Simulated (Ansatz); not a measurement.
**What DFT gives for CaMo₂P₂**

```
CELL_PARAMETERS angstrom
0.00000 3.91746 0.00000
3.91746 0.00000 0.00000
1.95873 1.95873 -5.07339
ATOMIC_POSITIONS crystal
P 0.36430 0.36430 0.27140
P 0.63570 0.63570 0.72860
Mo 0.75000 0.25000 0.50000
Mo 0.25000 0.75000 0.50000
Ca 0.00000 0.00000 0.00000
```

Single point in Ansatz 0.2.0 with r2SCAN, no spin polarisation. Cutoff 500 eV, PAW datasets, 9×9×9 Γ-centred k mesh, fermi-dirac filling (width 0.1 eV).

Q: Where is the largest force?

A: The largest is on P1 (and as large on other atoms): 3.59 eV/Å, components (0.00, 0.00, 3.59). It makes 121° with the line to a nearest neighbour, Mo3 at 2.28 Å.

Q: Is there a gap?

A: It is a metal, with about 3 states/eV a cell as the mean within 0.25 eV of the Fermi level, mostly Mo d (76 %).

Q: What is the formation energy?

A: -0.40 eV an atom against the elements' usual phases (free molecules for gases, crystals otherwise, with no correction for O₂ or N₂), so it is bound against them; other compounds may still compete. Relaxing would lower it.

Q: Which element gives electrons and which takes them?

A: Bader charges in e: Ca +1.35, Mo +0.43, P -1.10. In the mean Ca gives up most and P takes most.

Q: What does the stress say?

A: The pressure is 31.6 GPa (compression positive), so with the atoms held at these fractions the cell would first expand; the forces are large, so a full relaxation may end otherwise. The principal stresses 23.9, 35.4, 35.4 GPa differ, so its shape would change too.

Origin: a known structure type with other elements, at an estimated volume, so it need not be a known compound. Caveats: many states at the Fermi level without spin polarisation, so a magnetic state may lie lower; atoms or cell far from equilibrium.
